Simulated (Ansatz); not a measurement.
Ta (diamond, Fd-3m) at seven volumes, plane-wave PAW r²SCAN (Ansatz code), scaled uniformly. One row is withheld.

| V (Å³/atom) | P (GPa) |
|---|---|
| 25.252 | 7.65 |
| 26.084 | 4.75 |
| 26.917 | 2.22 |
| 27.749 | 0.00 |
| 28.582 | ? |
| 29.414 | -3.76 |
| 30.247 | -5.31 |

Q: Fit the shown pressures and predict the withheld one.

A: P = (3/2)B₀(x^(7/2) − x^(5/2))[1 + (3/4)(B′ − 4)(x − 1)] with x = (V₀/V)^(2/3). Least squares on the six rows gives V₀ = 27.742 Å³/atom, B₀ = 70.4 GPa, B′ = 3.11. At V = 28.582, x = 0.9803 and P = -2.00 GPa. The run itself gave -1.99 GPa.

The start of the workflow was typed in or built on a structure type; neither database checked (COD, Materials Project) lists it. It is not the phase usual at ambient conditions (space group No. 229). The cell was relaxed with r²SCAN under the symmetry of its start; whether a distortion lowers the energy is not shown. The run is not spin-polarised. Scalar-relativistic: spin–orbit coupling is off unless named, which matters more the heavier the elements.

Potentials: the later of the program's two PAW sets.
